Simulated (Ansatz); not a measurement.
OsC (rock salt, Fm-3m), a = 4.352 Å, b = 4.352 Å, c = 4.352 Å, α = 90.00°, β = 90.00°, γ = 90.00°; the cell used has 2 atoms.

Relaxed with PBE.

Problem. Which orbitals make up the states near the Fermi level in the program Ansatz at the PBE level (PAW)?

Solution. Within 0.5 eV of the Fermi level: Os 5d 78 %, C 2p 17 %. Projections are on Löwdin-orthogonalised atomic valence shells; empty p or d shells of many metals are not among them.

Problem. Tabulate the density of states.

Solution. States/eV per cell of 2 atoms, in 0.25 eV bins, energy from the Fermi level.

```csv
E (eV),total,Os 5d,C 2p,C 2s
-7.85,0.83,0.32,0.40,0.03
-7.60,0.91,0.35,0.45,0.03
-7.35,0.82,0.31,0.41,0.02
-7.10,0.61,0.24,0.31,0.02
-6.85,0.85,0.40,0.39,0.02
-6.60,1.83,0.95,0.80,0.04
-6.35,4.54,2.29,2.06,0.06
-6.10,3.28,1.83,1.35,0.02
-5.85,1.94,1.14,0.75,0.02
-5.60,1.26,0.76,0.47,0.01
-5.35,0.96,0.57,0.36,0.01
-5.10,0.76,0.45,0.29,0.01
-4.85,0.62,0.37,0.24,0.01
-4.60,0.52,0.30,0.20,0.00
-4.35,0.43,0.25,0.17,0.00
-4.10,0.37,0.22,0.14,0.00
-3.85,0.30,0.18,0.11,0.00
-3.60,0.33,0.22,0.11,0.00
-3.35,0.43,0.30,0.12,0.00
-3.10,0.51,0.36,0.14,0.00
-2.85,0.61,0.41,0.17,0.01
-2.60,0.89,0.55,0.30,0.01
-2.35,0.93,0.65,0.24,0.02
-2.10,0.95,0.71,0.20,0.02
-1.85,0.99,0.78,0.17,0.02
-1.60,1.06,0.86,0.15,0.02
-1.35,1.15,0.97,0.14,0.02
-1.10,1.41,1.22,0.14,0.02
-0.85,1.30,1.15,0.11,0.02
-0.60,2.31,2.02,0.22,0.04
-0.35,2.10,1.77,0.25,0.04
-0.10,1.46,1.17,0.23,0.03
0.15,0.88,0.61,0.22,0.03
0.40,1.01,0.66,0.27,0.03
0.65,4.16,2.90,0.94,0.06
0.90,1.88,1.15,0.61,0.04
1.15,1.04,0.56,0.42,0.02
1.40,0.53,0.27,0.21,0.02
1.65,0.56,0.27,0.21,0.03
1.90,0.62,0.30,0.22,0.04
2.15,0.64,0.30,0.22,0.05
2.40,0.62,0.29,0.21,0.05
2.65,0.61,0.28,0.21,0.05
2.90,0.58,0.26,0.20,0.05
3.15,0.60,0.28,0.19,0.07
3.40,0.80,0.37,0.20,0.13
3.65,0.79,0.36,0.20,0.12
3.90,0.71,0.31,0.21,0.10
4.15,0.68,0.30,0.22,0.09
4.40,0.68,0.29,0.22,0.10
4.65,0.71,0.30,0.24,0.10
```

The start of the workflow was typed in or built on a structure type; neither database checked (COD, Materials Project) lists it. Whether it is the stable phase at ambient conditions was not checked. The PBE relaxation kept the symmetry of its start; whether a distortion lowers the energy is not shown. No spin polarisation was allowed. Its formation energy is positive at this level, so the cell may be metastable or incomplete. Spin–orbit coupling is left out wherever it is not named.

Potentials: the earlier of the program's two PAW sets.
